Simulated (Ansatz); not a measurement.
A relaxed cell of W (Im-3m (No. 229)), relaxed on a k-mesh at least as fine as the one used below. All values below come from r2SCAN (plane waves to 500 eV, PAW, scalar-relativistic; Ansatz, an electronic-structure program). Γ-centred k-mesh 14×7×14 on the run's cell (coarser than for final values), Fermi–Dirac smearing 0.05 eV.

```
W
1.0
   -1.58492     1.58492     1.58492
    3.16984    -3.16984     3.16984
    1.58492     1.58492    -1.58492
W
2
Cartesian
  0.00000   0.00000   0.00000
  1.58492  -1.58492   1.58492
```

The atoms are displaced by (Å):

| atom | ux | uy | uz |
|---|---|---|---|
| W1 | 0.043 | -0.024 | -0.027 |
| W2 | -0.037 | -0.020 | 0.096 |

Question: What forces (eV/Å) and pressure result?

Answer: 
```json
[
 {"atom": "W1", "Fx": "-0.39", "Fy": "0.02", "Fz": "1.12"},
 {"atom": "W2", "Fx": "0.39", "Fy": "-0.02", "Fz": "-1.12"}
]
```

Pressure +0.8 GPa.

Question: Estimate the energy cost of the displacement in the harmonic approximation and compare with the calculation.

Answer: For a harmonic well ΔE = −½ Σ F·u = 0.085 eV a cell, or 42 meV/atom. The calculated energy relative to the undisplaced cell is +0.04 eV/atom, so the harmonic estimate holds well.

No spin polarisation in the result.

The run that gave the undisplaced cell could not lose the symmetry of its start; a randomly shaken copy of 2 atoms returns to this structure.
